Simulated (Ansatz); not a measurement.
Rutile alloy of SnO2 and TiO2 (5 of 24 Sn sites exchanged), 72 atoms

Ansatz, PAW, plane waves. PBEsol relaxation of cell lengths and atoms (angles held) at the single k point (¼, ¼, ¼) without its symmetry partners; single points on the relaxed atoms at the Γ point alone, onto which points of the small cell's zone fold. Arrangement: quasirandom. No spin–orbit coupling unless named.

Relaxed structure:

```xyz
72
Lattice="9.4701 0.0000 0.0000 0.0000 9.4626 0.0000 0.0000 0.0000 9.4835" Properties=species:S:1:pos:R:3 pbc="T T T"
Sn    9.4668    9.4556    0.0329
Sn    9.4476    9.4349    6.2997
Sn    9.4463    4.7573    0.0116
Sn    9.4565    4.7460    3.1407
Sn    9.4508    4.7541    6.3272
Sn    4.7579    9.4421    0.0381
Sn    4.7643    9.4360    6.3046
Sn    4.7261    4.7189    0.0111
Sn    4.7535    4.7462    3.1454
Sn    4.7519    4.7429    6.3232
Sn    2.3624    2.3407    4.6952
Sn    2.3733    2.3531    7.9281
Sn    2.3750    7.1258    1.5973
Sn    2.3779    7.1309    4.7181
Sn    2.3606    7.1000    7.9056
Sn    7.1003    2.3373    1.5969
Sn    7.1009    2.3305    4.7186
Sn    7.1151    2.3607    7.9054
Sn    7.0907    7.1388    4.7318
Ti    9.4472    9.4367    3.1391
Ti    4.6965    0.0406    3.1100
Ti    2.3116    2.3659    1.6154
Ti    7.1128    7.1583    1.5756
Ti    7.0615    7.0764    7.9836
O     1.4788    1.4426    0.0961
O     1.4153    1.4370    3.0583
O     1.4502    1.4174    6.3066
O     1.4344    6.2026    0.0171
O     1.4779    6.1560    3.1575
O     1.4322    6.2092    6.3053
O     6.2034    1.4105    0.0090
O     6.1178    1.4119    3.1532
O     6.2073    1.4137    6.3175
O     6.2215    6.2344    9.4802
O     6.2380    6.2000    3.0738
O     6.2085    6.2185    6.4132
O     3.2658    3.2359    0.0973
O     3.2544    3.2814    3.0658
O     3.2933    3.2659    6.3069
O     3.2904    8.0331    0.0088
O     3.3496    8.0576    3.1523
O     3.2881    8.0287    6.3188
O     8.0256    3.2747    0.0160
O     8.0049    3.2975    3.1574
O     8.0199    3.2774    6.3065
O     7.9731    7.9901    0.0164
O     8.0529    8.0290    3.0603
O     7.9897    8.0094    6.3893
O     0.9357    3.7720    1.5748
O     0.9066    3.8056    4.7317
O     0.9189    3.8209    7.9133
O     0.8994    8.5587    1.6637
O     0.8936    8.5691    4.6361
O     0.9308    8.5599    7.9172
O     5.6724    3.8078    1.5716
O     5.6601    3.8077    4.7341
O     5.6418    3.7867    7.9144
O     5.6958    8.5223    1.6588
O     5.6423    8.5685    4.6572
O     5.6954    8.4902    7.9210
O     3.8133    0.9089    1.6720
O     3.8359    0.8821    4.6518
O     3.8407    0.9084    7.9114
O     3.8330    5.6838    1.5711
O     3.8439    5.6804    4.7355
O     3.7887    5.6291    7.9135
O     8.5576    0.8863    1.6624
O     8.5620    0.8707    4.6373
O     8.5836    0.9390    7.9160
O     8.5137    5.7146    1.5755
O     8.5398    5.6843    4.7327
O     8.4978    5.6969    7.9145
```

Problem. What are the mean bond lengths by pair (pairs within 1.2 times the sum of covalent radii, less contacts 15 % beyond the pair's median; cation–cation pairs of compounds aside; long ionic contacts are cut short by that bound)?

Solution. O–Sn 2.064 ± 0.018 Å (standard deviation, 114 bonds); O–Ti 1.982 ± 0.042 Å (standard deviation, 30 bonds).

Problem. What gap lies between the top filled and the lowest empty level in the single points?

Solution. HSE06 3.50 eV (5.5 min on 7 threads of Neoverse-V2).
